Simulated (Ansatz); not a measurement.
A geometry of Bi₂Se₃ away from equilibrium: step 2 of the relaxation of a relaxed Bi2Se3 cell displaced along its unstable phonon at q = Γ (52i cm⁻¹), largest move 0.15 Å. Computed with PBE (plane waves to 420 eV, PAW, scalar-relativistic; Ansatz, an electronic-structure program). Γ-centred k-mesh 4×4×4 on the run's cell (coarser than for final values), Fermi–Dirac smearing 0.05 eV.

```xyz
5
Lattice="3.7173 2.1462 3.6491 -3.7173 2.1462 3.6491 0.0000 -4.2923 3.6491" Properties=species:S:1:pos:R:3 pbc="T T T"
Se    -2.1318     0.1631     5.5580
Se     0.9246    -1.9278     5.5580
Se     1.2072     1.7646     5.5580
Bi     0.0000     0.0000     3.4911
Bi     0.0000     0.0000     7.3611
```

Task: Predict the force on each atom, in eV/Å.

Result: 
```tsv
atom	Fx	Fy	Fz
Se1	-0.11	0.06	0.12
Se2	0.00	-0.12	0.12
Se3	0.11	0.06	0.12
Bi4	0.00	0.00	-0.16
Bi5	0.00	0.00	-0.19
```

Task: What is the pressure?

Result: -0.3 GPa, compression positive.

Task: How much energy per atom can still be gained by relaxing?

Result: 0.02 eV/atom; the path ends in R3 (No. 146).

No spin polarisation in the result.

The run could not lose the symmetry of its start: the end is stationary, and may be a saddle point rather than a minimum.

The end of the path is a generated cell of Bi2Se3: the first start was made by placing the elements on the sites of a structure type, and the end was not matched to a known phase here, so it may be hypothetical. Known forms of Bi2Se3 include space group No. 166.
